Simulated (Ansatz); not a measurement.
Ge, DFT, LDA, all-electron PAW with datasets made for the crystal, scalar-relativistic (Ansatz 0.2.0), run on 1 thread of Arm Neoverse V2 on a shared host.

Structure: COD 9011050, as refined from experiment and not relaxed. The listed cell was then made from it by scaling, straining or moving an atom.

Command: `ansatz run input.yaml --threads 1 --pin off --max-ram 3072MiB --backend cpu --events-out ev --progress --plain --runs-dir out`

```yaml
crystal:
  lattice:
    - [0.0, 2.82877, 2.7721946]
    - [2.82877, 0.0, 2.7721946]
    - [2.82877, 2.82877, 0.0]
  atoms:
    - { symbol: Ge, position: [0.5, 0.5, 0.5] }
    - { symbol: Ge, position: [0.75, 0.75, 0.75] }
kpoints:
  mp_grid: { grid: [10, 10, 10] }
scf:
  occupations: { method: fermi_dirac, width: 0.05 }
hamiltonian:
  xc: lda
  pseudopotentials: { kind: all_electron, datasets: crystal }
output:
  forces: true
  stress: true
  eigenvalues: true
  efg: { contact_densities: true }
```

**Question.** How large is the problem that the program sets up?

**Answer.** 102 irreducible k-points, 181 plane waves at Γ, 8 bands.

**Question.** Estimate the wall time and the peak memory.

**Answer.** 5.4 s of wall time for 6 SCF iterations, with a peak of 0.38 GiB. Times on shared machines scatter by tens of per cent.

**Question.** And the same cell and mesh by PAW with the default files, asked for forces, stress, eigenvalues, efg, on the same hardware?

**Answer.** 4.5 s, peak memory 0.36 GiB.
